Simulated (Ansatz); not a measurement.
Input file for Ansatz (a program for electronic structure):

Ansatz 0.2 input:
```yaml
crystal:
  lattice:
    - [4.3401767942, 0.0, 0.0]
    - [-2.1700883971, 3.7587033607, 0.0]
    - [0.0, 0.0, 7.0777210673]
  atoms:
    - { symbol: Cd, position: [0.6666666667, 0.3333333333, 0.0005550321] }
    - { symbol: Cd, position: [0.3333333333, 0.6666666667, 0.5005550321] }
    - { symbol: Se, position: [0.6666666667, 0.3333333333, 0.6246449679] }
    - { symbol: Se, position: [0.3333333333, 0.6666666667, 0.1246449679] }
kpoints:
  mp_grid: { grid: [6, 6, 4] }
hamiltonian:
  xc: r2scan
  pseudopotentials: { kind: paw }
scf:
  occupations: { method: fixed }
output:
  optics: { e_range: [0.0, 15.0], de: 0.05, sigma: 0.1, bands: { spectra_wanted_up_to: 12 eV } }
```

Output (shortened):

```
output.optics: the spectra are integrated over the Brillouin zone by k·p interpolation around the k-points, where levels, occupations, output.optics.sigma and …
Pseudopotential: Cd, paw, valence charge 20
Pseudopotential: Se, paw, valence charge 16
Functional definition: r2SCAN
Crystal: 4 atoms, lattice volume = 115.462 Å³
Basis set: ecut = 500 eV, 2875 PW (Γ), exchange–correlation on 128×128×216 points (64 copies of the dense FFT grid, shifted against one another)
Bands: 44, of which v1, the nominal top of the filled ones, is band 36 counted from 1 (35 counted from 0)
Symmetry: 12 space group operations
Space group: P63mc (ITA 186), of the structure as read, at distance tolerance 4.9e-5 Å
k-points: 21 of 144 (time reversal used)
SCF iter   1: F=—  HF=-27495.653840 eV  |F-HF|=—  |Δ(HF+E_count)|=         —  Δρ=5.23e-3  dr2=2.00e-2  dr2_τ=3.02e-2  ethr=1.77e-3  ⟨swp⟩=4.9  Hψ=2821  notcnv=0  defer=124
preconditioner: auto → Resta (q_TF=auto, 2.522 Å⁻¹)
SCF iter   2: F=—  HF=-27495.668474 eV  |F-HF|=—  |Δ(HF+E_count)|=   1.46e-2  Δρ=2.90e-3  dr2=5.16e-3  dr2_τ=9.81e-4  ethr=2.78e-5  ⟨swp⟩=2.4  Hψ=1737  notcnv=0  defer=125
SCF iter   3: F=—  HF=-27495.670523 eV  |F-HF|=—  |Δ(HF+E_count)|=   2.05e-3  Δρ=9.13e-4  dr2=7.77e-4  dr2_τ=5.96e-5  ethr=7.16e-6  ⟨swp⟩=2.4  Hψ=1255  notcnv=0  defer=125
SCF iter   4: F=—  HF=-27495.670840 eV  |F-HF|=—  |Δ(HF+E_count)|=   3.17e-4  Δρ=1.88e-4  dr2=4.08e-5  dr2_τ=2.54e-6  ethr=1.08e-6  ⟨swp⟩=2.5  Hψ=1479  notcnv=0  defer=125
SCF iter   5: F=—  HF=-27495.670856 eV  |F-HF|=—  |Δ(HF+E_count)|=   1.54e-5  Δρ=6.56e-5  dr2=6.94e-6  dr2_τ=1.57e-7  ethr=5.67e-8  ⟨swp⟩=2.6  Hψ=1453  notcnv=0  defer=65
SCF iter   6: F=—  HF=-27495.670856 eV  |F-HF|=—  |Δ(HF+E_count)|=   1.55e-7  Δρ=1.77e-5  dr2=3.30e-7  dr2_τ=1.01e-8  ethr=9.64e-9  ⟨swp⟩=2.0  Hψ=1237  notcnv=0  defer=65
SCF iter   7: F=—  HF=-27495.670847 eV  |F-HF|=—  |Δ(HF+E_count)|=   8.38e-6  Δρ=4.20e-6  dr2=1.96e-8  dr2_τ=8.81e-10  ethr=4.58e-10  ⟨swp⟩=2.0  Hψ=1556  notcnv=0  defer=65
SCF iter   8: F=—  HF=-27495.670847 eV  |F-HF|=—  |Δ(HF+E_count)|=   1.65e-8  Δρ=5.29e-7  dr2=3.97e-10  dr2_τ=3.40e-11  ethr=2.72e-11  ⟨swp⟩=2.0  Hψ=1253  notcnv=0  defer=65
SCF iter  10: F=-27495.670847 eV  HF=-27495.670847 eV  |F-HF|=3.64e-12  |Δ(HF+E_count)|=  3.64e-11  Δρ=3.51e-8  dr2=1.82e-12  dr2_τ=4.68e-14  ethr=1.00e-12  ⟨swp⟩=8.6  Hψ=3163  notcnv=0
SCF 1 converged in 10 iterations: F = -27495.670847 eV  dr2 = 1.82e-12
NSCF: frozen V_eff on 21 k-points
Optics k sum: 0 of 21 k-points
Optics k sum: 2 of 21 k-points
Optics k sum: 3 of 21 k-points
Optics k sum: 4 of 21 k-points
Optics k sum: 5 of 21 k-points
Optics k sum: 6 of 21 k-points
Optics k sum: 7 of 21 k-points
Optics k sum: 8 of 21 k-points
Optics k sum: 9 of 21 k-points
Optics k sum: 10 of 21 k-points
Optics k sum: 11 of 21 k-points
Optics k sum: 12 of 21 k-points
Optics k sum: 13 of 21 k-points
Optics k sum: 14 of 21 k-points
Optics k sum: 15 of 21 k-points
Optics k sum: 16 of 21 k-points
Optics k sum: 17 of 21 k-points
Optics k sum: 18 of 21 k-points
Optics k sum: 19 of 21 k-points
Optics k sum: 20 of 21 k-points
Optics k sum: 21 of 21 k-points
Optics k sum: 0 of 21 k-points
Optics k sum: 2 of 21 k-points
Optics k sum: 3 of 21 k-points
Optics k sum: 4 of 21 k-points
Optics k sum: 5 of 21 k-points
Optics k sum: 6 of 21 k-points
Optics k sum: 7 of 21 k-points
Optics k sum: 8 of 21 k-points
Optics k sum: 9 of 21 k-points
Optics k sum: 10 of 21 k-points
Optics k sum: 11 of 21 k-points
Optics k sum: 12 of 21 k-points
Optics k sum: 13 of 21 k-points
Optics k sum: 14 of 21 k-points
Optics k sum: 15 of 21 k-points
Optics k sum: 16 of 21 k-points
Optics k sum: 17 of 21 k-points
Optics k sum: 18 of 21 k-points
Optics k sum: 19 of 21 k-points
Optics k sum: 20 of 21 k-points
Optics k sum: 21 of 21 k-points
output.optics: what the bands over the 66 summed would add to eps1, eps2 and the energy-loss function is held between a lower and an upper bound (8 Lanczos …
SCF converged after 10 iterations
Free energy (F): -27495.670847 eV
Harris-Foulkes:  -27495.670847 eV  (|F-HF|=3.64e-12)
Internal energy: -27495.670847 eV  (E = F + TS)
E sigma→0 (E₀):  -27495.670847 eV
Fermi energy:    6.813859 eV
--- Per-component energies (eV) ---
  E_band       = -1877.729390
  E_kinetic    = 1248.305583
  E_local      = -12903.387302  (includes V_loc(G=0)·N_el)
  E_nonlocal   = -1121.312037
  E_hartree    = 6133.096491
  E_xc         = -533.103004
  E_vxc        = -703.059370  (∫ρ·V_xc dr)
  E_paw        = -12062.860780  (= ΣΔE_a)
  E_vpaw       = -709.502237  (= ΣTr[D̂ρ^β])
  E_aug_tail   = -0.000409  (compensation charges beyond the density's cutoff)
  E_vtau       = 45.033441  (kinetic-family band-sum trace: ∫τ·v_τ [+ j·A + Jᵃ·Aᵃ] dr)
  E_ewald      = -8251.750307
  E_core_change = -4.659082  (= ΣΔE_core)
  E_smearing   =  0.000000  (= −TS)
  E_closure    =  0.000000  (closes the sum)
  Σ components = -27495.670847   (vs F -27495.670847, Δ=0.00e0)
  [band-id]    e_kinetic+e_local+e_nonlocal+2·e_hartree+e_vxc+e_vpaw+e_augmentation_tail+e_vtau = -1877.729348   (vs E_band -1877.729390, Δ=4.20e-5)
--- Band table (eV; the first three rows and the last of 21) ---
  k-point 0: bands = ["-97.5506", "-97.5506", "-57.7110", "-57.7108", "-57.7108", "-57.7108", "-57.7107", "-57.7107", "-40.4787", "-40.4787", "-40.4779", "-40.4779", "-40.4779", "-40.4779", "-40.4738", "-40.4738", "-40.4737", "-40.4737", "-6.0488", "-5.6857", …
  k-point 1: bands = ["-97.5506", "-97.5506", "-57.7110", "-57.7108", "-57.7108", "-57.7108", "-57.7108", "-57.7108", "-40.4787", "-40.4787", "-40.4779", "-40.4779", "-40.4779", "-40.4779", "-40.4738", "-40.4738", "-40.4737", "-40.4737", "-5.9952", "-5.7380", …
  k-point 2: bands = ["-97.5506", "-97.5506", "-57.7109", "-57.7109", "-57.7108", "-57.7108", "-57.7108", "-57.7108", "-40.4787", "-40.4787", "-40.4779", "-40.4779", "-40.4779", "-40.4779", "-40.4738", "-40.4738", "-40.4738", "-40.4738", "-5.8660", "-5.8660", …
  k-point 20: bands = ["-97.5506", "-97.5506", "-57.7110", "-57.7110", "-57.7109", "-57.7109", "-57.7108", "-57.7108", "-40.4787", "-40.4787", "-40.4780", "-40.4780", "-40.4779", "-40.4779", "-40.4737", "-40.4737", "-40.4737", "-40.4737", "-5.5997", …
```

Cost: about 6 core-minutes (a rough figure) on shared cores.

Space group P6_3mc (wurtzite). Symmetry was held in the r²SCAN relaxation. Scalar-relativistic: spin–orbit coupling is off unless named, which matters more the heavier the elements.

Potentials: the later of the program's two PAW sets.

Ansatz is a plane-wave DFT program.
